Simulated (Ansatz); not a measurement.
NMR crystallography of ZnO with iodine replacing O: given against relaxed positions

Start: a supercell of ZnO (wurtzite type, P6_3mc) built from a structure deposited in the COD, with all atoms left at the host's positions.

```
Zn I O
1.0
     6.49862    0.00000    0.00000
    -4.87396    8.44195    0.00000
     0.00000    0.00000   10.41142
Zn I O
24 1 23
Direct
  0.16667 0.22222 0.25000
  0.16667 0.22222 0.75000
  0.16667 0.55556 0.25000
  0.16667 0.55556 0.75000
  0.16667 0.88889 0.25000
  0.16667 0.88889 0.75000
  0.66667 0.22222 0.25000
  0.66667 0.22222 0.75000
  0.66667 0.55556 0.25000
  0.66667 0.55556 0.75000
  0.66667 0.88889 0.25000
  0.66667 0.88889 0.75000
  0.33333 0.11111 0.00000
  0.33333 0.11111 0.50000
  0.33333 0.44444 0.00000
  0.33333 0.44444 0.50000
  0.33333 0.77778 0.00000
  0.33333 0.77778 0.50000
  0.83333 0.11111 0.00000
  0.83333 0.11111 0.50000
  0.83333 0.44444 0.00000
  0.83333 0.44444 0.50000
  0.83333 0.77778 0.00000
  0.83333 0.77778 0.50000
  0.33333 0.11111 0.18951
  0.33333 0.11111 0.68951
  0.33333 0.44444 0.18951
  0.33333 0.44444 0.68951
  0.33333 0.77778 0.18951
  0.33333 0.77778 0.68951
  0.83333 0.11111 0.18951
  0.83333 0.11111 0.68951
  0.83333 0.44444 0.18951
  0.83333 0.44444 0.68951
  0.83333 0.77778 0.18951
  0.83333 0.77778 0.68951
  0.16667 0.22222 0.43950
  0.16667 0.22222 0.93951
  0.16667 0.55556 0.43950
  0.16667 0.55556 0.93951
  0.16667 0.88889 0.43950
  0.16667 0.88889 0.93951
  0.66667 0.22222 0.43950
  0.66667 0.22222 0.93951
  0.66667 0.55556 0.43950
  0.66667 0.55556 0.93951
  0.66667 0.88889 0.43950
  0.66667 0.88889 0.93951
```

Sites (sets of like atoms) are named by element and the number of their first atom in this list.

All values are calculated (Ansatz; DFT, PBE, plane waves and PAW, scalar-relativistic, collinear spin, 420 eV cutoff, Γ-centred 3×2×2 k-points, Fermi–Dirac smearing 0.01 eV), not measured. Start moments as typed (μB): 1 on each I, none on the rest.

The largest force at the start is 14 eV/Å. Relaxing the ions at fixed cell moves them by 0.809 Å at most (atom 13, Zn) and 0.197 Å rms.

| site | atom | moved (Å) | first shell before | first shell after | V_zz before (10²¹ V/m²) | η before |
| --- | --- | --- | --- | --- | --- | --- |
| Zn1 | 1 | 0.436 | 3 O at 1.97–1.98 Å, 1 I at 1.98 Å | 3 O at 1.92–1.95 Å, 1 I at 2.51 Å; also 1 Zn at 2.68 Å | -2.71 | 0.28 |
| Zn2 | 2 | 0.169 | 4 O at 1.97–1.98 Å | 4 O at 1.94–2.01 Å | 0.61 | 0.33 |
| Zn3 | 3 | 0.075 | 4 O at 1.97–1.98 Å | 4 O at 1.93–1.98 Å | -0.48 | 0.12 |
| Zn5 | 5 | 0.603 | 3 O at 1.97–1.98 Å, 1 I at 1.98 Å | 3 O at 1.93–1.94 Å, 1 I at 2.56 Å; also 1 Zn at 2.82 Å | -2.51 | 0.09 |
| Zn6 | 6 | 0.195 | 4 O at 1.97–1.98 Å | 4 O at 1.94–2.02 Å | 0.56 | 0.40 |
| Zn7 | 7 | 0.461 | 3 O at 1.97–1.98 Å, 1 I at 1.98 Å | 3 O at 1.92–1.96 Å, 1 I at 2.52 Å; also 1 Zn at 2.68 Å | -2.71 | 0.28 |
| Zn8 | 8 | 0.175 | 4 O at 1.97–1.98 Å | 4 O at 1.94–2.02 Å | 0.61 | 0.32 |
| Zn9 | 9 | 0.084 | 4 O at 1.97–1.98 Å | 4 O at 1.94–1.97 Å | -0.58 | 0.05 |
| Zn11 | 11 | 0.058 | 4 O at 1.97–1.98 Å | 4 O at 1.97 Å | -0.73 | 0.72 |
| Zn13 | 13 | 0.809 | 1 I at 1.97 Å, 3 O at 1.98 Å | 4 O at 1.95–2.33 Å, 1 I at 2.62 Å; also 3 Zn at 2.77–2.78 Å | -2.42 | 0.04 |
| I | 25 | 0.185 | 4 Zn at 1.97–1.98 Å | 4 Zn at 2.51–2.62 Å | -1.46 | 0.88 |
| O27 | 27 | 0.046 | 4 Zn at 1.97–1.98 Å | 4 Zn at 1.92–1.98 Å | 0.80 | 0.50 |
| O29 | 29 | 0.029 | 4 Zn at 1.97–1.98 Å | 4 Zn at 1.93–1.98 Å | 0.68 | 0.82 |
| O31 | 31 | 0.050 | 4 Zn at 1.97–1.98 Å | 4 Zn at 1.95–1.99 Å | -0.59 | 0.45 |
| O37 | 37 | 0.174 | 4 Zn at 1.97–1.98 Å | 4 Zn at 1.93–1.99 Å | 0.66 | 0.22 |
| O41 | 41 | 0.181 | 4 Zn at 1.97–1.98 Å | 4 Zn at 1.94–1.99 Å | 0.59 | 0.05 |

Q: What are V_zz and η after the relaxation?

A: 

```
site  atom  V_zz after  η after  change of V_zz
 Zn1     1        8.82     0.26          +11.53
 Zn2     2       -3.28     0.50               –
 Zn3     3        1.60     0.67           +2.08
 Zn5     5       10.76     0.06          +13.27
 Zn6     6       -3.78     0.49               –
 Zn7     7        8.87     0.27          +11.58
 Zn8     8       -3.36     0.44               –
 Zn9     9       -1.64     0.11               –
Zn11    11       -1.17     0.86               –
Zn13    13        8.73     0.02          +11.15
   I    25        6.18     0.75           +7.64
 O27    27        2.09     0.91               –
 O29    29        3.23     0.76           +2.55
 O31    31        4.77     0.97               –
 O37    37        2.33     0.95           +1.67
 O41    41        2.95     1.00           +2.36
```

The largest change of V_zz along a kept axis is on Zn5, from -2.51 to 10.76. Small gradients that grow severalfold: Zn3 (-0.48 to 1.60), Zn23 (0.46 to 1.77), Zn17 (0.46 to 1.62), Zn22 (0.44 to 2.02) and 6 more sites. Where |V_zz| stays above 0.1 and the axes keep their order, η moves most on O41, from 0.05 to 1.00. On Zn1, Zn7, O29, O48, O26 (not all in the table) V_xx and V_yy change places (or their axes turn by over 50°), so the two values of η hide a larger change. V_zz changes sign on Zn1 (same axis), Zn7 (same axis), Zn5 (same axis), Zn13 (same axis), I (axis turned by 35°), Zn3 (axis turned by 38°), Zn12 (axis turned by 17°), Zn4 (axis turned by 14°) (not all in the table). On O27, Zn11, Zn2, Zn8, O31, Zn9, Zn6, Zn19 and 13 more sites (not all in the table) the largest principal value lies along another axis in the second run, so the two V_zz can't be compared directly. The table leaves out 32 of the 48 sites, with |V_zz| up to 3.42; their tensors move by 3.19 at most along any direction. The statements above cover all sites. The host's own positions weren't relaxed first, so part of the change far from the defect can be the host's relaxation.

The defect repeats with the cell of 48 atoms, so it feels its images: sites between two images don't show the values beside a lone defect, and zeros or small values of η there can come from the images' arrangement. O and Zn carry a gradient in the pure host already, so the values there aren't the defect's effect alone. The defect cell has no gap above 0.1 eV on its mesh, so the values can hang on the smearing and the k-mesh. Without spin–orbit coupling the gradients at and beside I can be off by some per cent, at some sites by more. The start moments die out, and the run ends without spin.
Before: The cell keeps the host's lattice, where the PBE pressure is 17 GPa. The neighbours have not yet relaxed around the defect (largest force 14 eV/Å), so the values at and beside it are those of a strained start, not of the defect in a real crystal.
After: The cell keeps the host's lattice, where the PBE pressure is 11 GPa.
